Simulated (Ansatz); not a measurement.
SrPd2 (cubic Laves (MgCu2 type), Fd-3m), r²SCAN (plane waves, PAW; program Ansatz), all energies at zero smearing, with the estimated change up to a 700 eV cutoff added, with one set of potentials and settings (totals compare only within such a set). Cell of 6 atoms (2 Sr, 4 Pd): -35057.234 eV.

```
element                reference phase  E (eV/atom)
-------  -----------------------------  -----------
Sr       P6_3/mmc, 2 atoms in the cell   -3555.1144
Pd          Fm-3m, 1 atoms in the cell   -6985.7456
```

Formation energy per atom, worked out: (-35057.234 − 2×(-3555.1144) − 4×(-6985.7456))/6 = -0.670 eV/atom (-65 kJ per mol of atoms), at 0 K, without zero-point energy or fitted corrections.

The workflow started from a Materials Project entry (that database holds measured and hypothetical structures alike); the Crystallography Open Database files this formula in space group No. 227, but the cells were not matched. Whether it is the stable phase at ambient conditions was not checked. The cell was relaxed with r²SCAN under the symmetry of its start; whether a distortion lowers the energy is not shown. The run is not spin-polarised. The references are the lowest solids computed at this level, not always the standard phases.

Potentials: the later of the program's two PAW sets.
